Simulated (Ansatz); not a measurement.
Here is the system:

MgO (rock salt)

```
CELL_PARAMETERS angstrom
      0.00000     4.20438     4.20438
      2.10219     2.10219     4.20438
      2.10219     2.10219     0.00000
ATOMIC_POSITIONS crystal
  O  0.00000 0.00000 0.00000
  O  0.50000 0.00000 0.00000
  Mg 0.00000 0.50000 0.50000
  Mg 0.50000 0.50000 0.50000
```

A phonon eigenvector at X = (0.5, 0.5, 0.0) is frozen into this cell: atom i moves by Q times the vector below, so Q is the largest atomic displacement, in Å. The cell is held. (q is in reciprocal vectors of the primitive cell; the cell shown is doubled to hold the pattern.)

| atom | x | y | z |
|---|---|---|---|
| O1 | 0.000 | 0.000 | -0.118 |
| O2 | 0.000 | 0.000 | 0.118 |
| Mg3 | 0.000 | 0.000 | 1.000 |
| Mg4 | 0.000 | 0.000 | -1.000 |

The numbers are results of r2SCAN (plane waves to 500 eV, PAW, scalar-relativistic; Ansatz, a program for electronic structure), not measurements. k mesh 13×13×13 (Γ-centred), Fermi-Dirac smearing 0.05 eV. E stands for the smeared free energy. MgO was relaxed with its symmetry unable to fall. ΔE is measured from the undisplaced structure.

The scan covers Q from -0.100 to 0.100 Å in 13 points.

**Question.** Which space group does the distorted structure have?

**Answer.** P4/nmm (No. 129), lowered from Fm-3m.

**Question.** What is the energy change at Q = 0.100 Å?

**Answer.** 167.7 meV/cell.

**Question.** What harmonic wavenumber does the curvature at Q = 0 give?

**Answer.** 427 cm⁻¹.

(A displaced cell: forces are minus the slopes of the energy, force constants its curvatures, and phonons follow from these.)
